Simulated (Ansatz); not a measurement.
Input, command and steps of an Ansatz relaxation.

```yaml
crystal:
  lattice:
    - [6.6507184789, -0.4273084466, 0.1609355629]
    - [-0.4273084466, 6.5821858666, -0.0436062221]
    - [0.1609355629, -0.0436062221, 6.6027106302]
  atoms:
    - { symbol: Cu, position: [0.9188462136, 0.1120263319, 0.8949341492] }
    - { symbol: Cu, position: [0.5406798423, 0.9666352256, 0.9393125745] }
    - { symbol: Cu, position: [0.396739663, 0.5926070878, 0.874969668] }
    - { symbol: Cu, position: [0.7322254878, 0.1217952415, 0.2313199698] }
    - { symbol: Cu, position: [0.2721118246, 0.7949166061, 0.2284518463] }
    - { symbol: Cu, position: [0.6514179837, 0.3516636238, 0.9198143578] }
    - { symbol: Cu, position: [0.1663802071, 0.8627259608, 0.8673115975] }
    - { symbol: Cu, position: [0.7929267658, 0.7292131159, 0.7991714778] }
    - { symbol: Zn, position: [0.3015936976, 0.2215650696, 0.7386600732] }
    - { symbol: Zn, position: [0.6316138232, 0.6888764037, 0.1616184608] }
    - { symbol: Sn, position: [0.0014545415, 0.5029591751, 0.0749339078] }
    - { symbol: Sn, position: [0.0018454126, 0.9958606703, 0.4907696172] }
    - { symbol: Sn, position: [0.3196195524, 0.2179141385, 0.1605694065] }
    - { symbol: Sn, position: [0.518955647, 0.8906495381, 0.5423695767] }
    - { symbol: Sn, position: [0.1089771777, 0.5375683205, 0.5658364371] }
    - { symbol: Sn, position: [0.6456573947, 0.4235097534, 0.5073588099] }
  symmetry: { detect: false }
basis:
  ecutwfc: 420
kpoints:
  mp_grid: { grid: [3, 3, 3] }
hamiltonian:
  xc: pbe
scf:
  occupations: { method: gaussian, width: 0.1 }
  lower_state_search: "off"
output:
  forces: true
  stress: true
  eigenvalues: true
relax:
  adjacent_minimum: "off"
  f_tol: 0.04
  max_steps: 25
  cell: { stress_tol: 0.3 }
```

```bash
ansatz run input.yaml --threads 4 --pin off --max-ram 9216MiB --backend cpu --events-out ev --progress --plain --runs-dir out
```

Computed with DFT PBE, scalar-relativistic, plane waves, PAW in Ansatz.

Of 7 frames 7 are shown, positions in Å and forces in eV/Å; the SCF threshold varies from step to step. Steps run on the plane waves of an earlier cell, with a Pulay correction in the pressure. The basis is chosen afresh for the last frame, the zero of the energies, and can be on the way; energy and pressure step there, also at an unchanged geometry.

```xyz
16
Lattice="6.6507 -0.4273 0.1609 -0.4273 6.5822 -0.0436 0.1609 -0.0436 6.6027" Properties=species:S:1:pos:R:3:forces:R:3 pbc="T T T" step=1 free_energy_over_end_meV_per_atom=9.50 pressure_GPa=0.59
Cu    6.2071    0.3057    6.0520    0.0500    0.0260   -0.0270
Cu    3.3340    6.0906    6.2469   -0.0350   -0.0020   -0.0320
Cu    2.5262    3.6930    5.8152   -0.0430   -0.0480   -0.0890
Cu    4.8550    0.4787    1.6399   -0.0410   -0.0070    0.0590
Cu    1.5068    5.1061    1.5175    0.0230   -0.0090    0.0400
Cu    4.3302    1.9962    6.1628    0.0110   -0.0280   -0.0270
Cu    0.8775    5.5697    5.7158    0.0200   -0.0110   -0.0480
Cu    5.0905    4.4261    5.3725    0.0200   -0.0550   -0.0520
Zn    2.0300    1.2973    4.9160   -0.0090    0.0230    0.0270
Zn    3.9323    4.2574    1.1387    0.0840    0.0040    0.1010
Sn   -0.1932    3.3067    0.4731   -0.0350    0.0740    0.0430
Sn   -0.3343    6.5328    3.1973   -0.1260   -0.0430   -0.0730
Sn    2.0584    1.2908    1.1021   -0.0780   -0.0600    0.2600
Sn    3.1581    5.6170    3.6258   -0.0480    0.0340   -0.1000
Sn    0.5861    3.4671    3.7302   -0.0170    0.0630    0.0020
Sn    4.1948    2.4896    3.4354    0.2240    0.0400   -0.0830
16
Lattice="6.7463 -0.4686 0.2000 -0.4763 6.5663 -0.0134 0.2056 -0.0118 6.5508" Properties=species:S:1:pos:R:3:forces:R:3 pbc="T T T" step=2 free_energy_over_end_meV_per_atom=3.96 pressure_GPa=0.20
Cu    6.3295    0.3020    6.0262    0.0660    0.0320   -0.0520
Cu    3.3750    6.0823    6.2370   -0.0720    0.0120   -0.0330
Cu    2.5753    3.6934    5.7986   -0.0260   -0.0530   -0.0380
Cu    4.9123    0.4450    1.6526   -0.0300    0.0200   -0.0190
Cu    1.5057    5.0677    1.5459    0.0090   -0.0940   -0.0180
Cu    4.4115    1.9944    6.1477   -0.0740   -0.0290   -0.0320
Cu    0.8885    5.5776    5.6991    0.0210    0.0310   -0.0280
Cu    5.1646    4.4181    5.3728    0.0000   -0.0200    0.0130
Zn    2.0938    1.3150    4.8955    0.0150    0.0380    0.0570
Zn    3.9494    4.2245    1.1824    0.0450    0.0000    0.0200
Sn   -0.2535    3.3207    0.5054    0.1010   -0.0460    0.0260
Sn   -0.4049    6.5190    3.1638   -0.0700   -0.0220    0.0610
Sn    2.0952    1.2481    1.2007    0.0130    0.1830   -0.0450
Sn    3.1614    5.6029    3.6224   -0.0530   -0.0220    0.0420
Sn    0.6000    3.4851    3.7447    0.1610    0.0060    0.0160
Sn    4.3854    2.4834    3.4256   -0.1060   -0.0360    0.0320
16
Lattice="6.8364 -0.4840 0.2091 -0.5005 6.5258 0.0065 0.2188 0.0084 6.5233" Properties=species:S:1:pos:R:3:forces:R:3 pbc="T T T" step=3 free_energy_over_end_meV_per_atom=1.64 pressure_GPa=-0.05
Cu    6.4220    0.3079    5.9990    0.0380    0.0100   -0.0380
Cu    3.4027    6.0562    6.2276   -0.0630    0.0160    0.0070
Cu    2.6119    3.6774    5.7881   -0.0010   -0.0230    0.0070
Cu    4.9609    0.4317    1.6470   -0.0200    0.0100   -0.0330
Cu    1.5252    5.0199    1.5533   -0.0050   -0.0250   -0.0350
Cu    4.4700    1.9889    6.1307   -0.0090    0.0040    0.0040
Cu    0.8946    5.5577    5.6900    0.0060    0.0280   -0.0160
Cu    5.2292    4.3929    5.3737    0.0150   -0.0140    0.0340
Zn    2.1304    1.3221    4.8887    0.0020   -0.0050    0.0110
Zn    3.9882    4.1851    1.2018    0.0510    0.0080   -0.0090
Sn   -0.2596    3.2893    0.5223    0.0070   -0.0050    0.0050
Sn   -0.4571    6.4807    3.1605   -0.0060    0.0110    0.0020
Sn    2.1364    1.2822    1.2248    0.0400    0.0550    0.0030
Sn    3.1684    5.5630    3.6275   -0.0060   -0.0080    0.0330
Sn    0.6362    3.4752    3.7490    0.0170   -0.0380   -0.0330
Sn    4.4617    2.4575    3.4308   -0.0650   -0.0230    0.0570
16
Lattice="6.9510 -0.4701 0.1864 -0.5012 6.4220 0.0314 0.2015 0.0328 6.4893" Properties=species:S:1:pos:R:3:forces:R:3 pbc="T T T" step=4 free_energy_over_end_meV_per_atom=0.76 pressure_GPa=0.15
Cu    6.4732    0.3847    5.8426    0.0160   -0.0220    0.0250
Cu    3.3852    6.0062    6.2001   -0.0140    0.0130   -0.0310
Cu    2.5938    3.6360    5.8331    0.0110    0.0170   -0.0090
Cu    5.0484    0.4050    1.5823    0.0090   -0.0040    0.0060
Cu    1.5756    4.9234    1.5420   -0.0140   -0.0010    0.0220
Cu    4.5181    2.0197    6.1202    0.0100    0.0040   -0.0020
Cu    0.8533    5.5047    5.6775    0.0070   -0.0320   -0.0280
Cu    5.3119    4.3746    5.3453   -0.0270   -0.0060    0.0080
Zn    2.1913    1.3094    4.8796   -0.0340   -0.0120   -0.0330
Zn    4.1139    4.1548    1.1954   -0.0350    0.0390    0.0220
Sn   -0.2754    3.2205    0.5577    0.0170    0.0280   -0.0300
Sn   -0.4598    6.3735    3.1069   -0.0090   -0.0030   -0.0170
Sn    2.2313    1.3310    1.2830    0.0500    0.0110    0.0710
Sn    3.2175    5.4410    3.6224    0.0120    0.0080   -0.0210
Sn    0.6341    3.3983    3.7482    0.0320   -0.0130    0.0240
Sn    4.5482    2.3858    3.4393   -0.0310   -0.0270   -0.0060
16
Lattice="6.9055 -0.4706 0.2218 -0.4949 6.4848 0.0267 0.2356 0.0300 6.4786" Properties=species:S:1:pos:R:3:forces:R:3 pbc="T T T" step=5 free_energy_over_end_meV_per_atom=0.30 pressure_GPa=0.01
Cu    6.4642    0.3502    5.8711    0.0100    0.0050   -0.0210
Cu    3.3871    6.0863    6.2019   -0.0050   -0.0090    0.0090
Cu    2.6450    3.6785    5.8228   -0.0010    0.0090    0.0050
Cu    5.0275    0.4212    1.6115   -0.0130   -0.0080   -0.0050
Cu    1.5504    5.0091    1.5337   -0.0150   -0.0110   -0.0110
Cu    4.5351    2.0376    6.1413    0.0130   -0.0020   -0.0050
Cu    0.8852    5.5212    5.6139   -0.0060   -0.0100    0.0090
Cu    5.2819    4.4066    5.3580    0.0130    0.0010    0.0000
Zn    2.1644    1.3155    4.9247    0.0090    0.0200    0.0630
Zn    4.0971    4.2367    1.2265   -0.0010   -0.0270   -0.0310
Sn   -0.2447    3.2410    0.5193    0.0220    0.0300    0.0230
Sn   -0.4472    6.4039    3.0811   -0.0060   -0.0140    0.0110
Sn    2.2652    1.3768    1.3595   -0.0110   -0.0090   -0.0210
Sn    3.2019    5.5035    3.6291    0.0180   -0.0050    0.0160
Sn    0.6719    3.4068    3.7230   -0.0530    0.0060   -0.0280
Sn    4.5210    2.4111    3.4670    0.0280    0.0240   -0.0150
16
Lattice="6.9427 -0.4652 0.2208 -0.4953 6.4406 0.0503 0.2366 0.0541 6.4931" Properties=species:S:1:pos:R:3:forces:R:3 pbc="T T T" step=6 free_energy_over_end_meV_per_atom=0.02 pressure_GPa=-0.03
Cu    6.5099    0.3984    5.8640   -0.0090   -0.0040   -0.0050
Cu    3.4014    6.0697    6.2325    0.0000   -0.0010   -0.0060
Cu    2.6504    3.6774    5.8554    0.0110    0.0060    0.0000
Cu    5.0561    0.4064    1.5987    0.0030    0.0030   -0.0020
Cu    1.5598    4.9737    1.5571   -0.0020   -0.0010   -0.0010
Cu    4.5683    2.0545    6.1560    0.0010   -0.0010   -0.0030
Cu    0.8849    5.5044    5.6468   -0.0020   -0.0100    0.0040
Cu    5.3183    4.4115    5.3894    0.0020    0.0070    0.0060
Zn    2.1893    1.3323    4.9649    0.0080   -0.0010   -0.0130
Zn    4.1044    4.1901    1.2332   -0.0030    0.0140    0.0070
Sn   -0.2493    3.2279    0.5546   -0.0160   -0.0030   -0.0240
Sn   -0.4488    6.3793    3.1066    0.0020   -0.0010    0.0010
Sn    2.2895    1.3775    1.3713    0.0150    0.0110    0.0380
Sn    3.2244    5.4681    3.6549    0.0060    0.0040   -0.0120
Sn    0.6563    3.3911    3.7564    0.0010   -0.0090    0.0090
Sn    4.5567    2.4003    3.4783   -0.0180   -0.0150   -0.0010
16
Lattice="6.9427 -0.4652 0.2208 -0.4953 6.4406 0.0503 0.2366 0.0541 6.4931" Properties=species:S:1:pos:R:3:forces:R:3 pbc="T T T" step=7 free_energy_over_end_meV_per_atom=0.00 pressure_GPa=-0.03
Cu    6.5099    0.3984    5.8640   -0.0090   -0.0040   -0.0050
Cu    3.4014    6.0697    6.2325    0.0000   -0.0010   -0.0060
Cu    2.6504    3.6774    5.8554    0.0110    0.0060    0.0010
Cu    5.0561    0.4064    1.5987    0.0030    0.0030   -0.0020
Cu    1.5598    4.9737    1.5571   -0.0020   -0.0010   -0.0010
Cu    4.5683    2.0545    6.1560    0.0010   -0.0010   -0.0020
Cu    0.8849    5.5044    5.6468   -0.0020   -0.0100    0.0040
Cu    5.3183    4.4115    5.3894    0.0020    0.0070    0.0060
Zn    2.1893    1.3323    4.9649    0.0080   -0.0010   -0.0130
Zn    4.1044    4.1901    1.2332   -0.0040    0.0140    0.0080
Sn   -0.2493    3.2279    0.5546   -0.0160   -0.0030   -0.0240
Sn   -0.4488    6.3793    3.1066    0.0020   -0.0010    0.0000
Sn    2.2895    1.3775    1.3713    0.0150    0.0110    0.0380
Sn    3.2244    5.4681    3.6549    0.0060    0.0040   -0.0120
Sn    0.6563    3.3911    3.7564    0.0010   -0.0090    0.0090
Sn    4.5567    2.4003    3.4783   -0.0180   -0.0150   -0.0010
```

The run took 4 min on 4 threads of Intel(R) Xeon(R) Platinum 8259CL CPU @ 2.50GHz (Skylake/Cascade Lake), with other jobs on the host, peak memory 1.6 GiB.

The k mesh is coarse.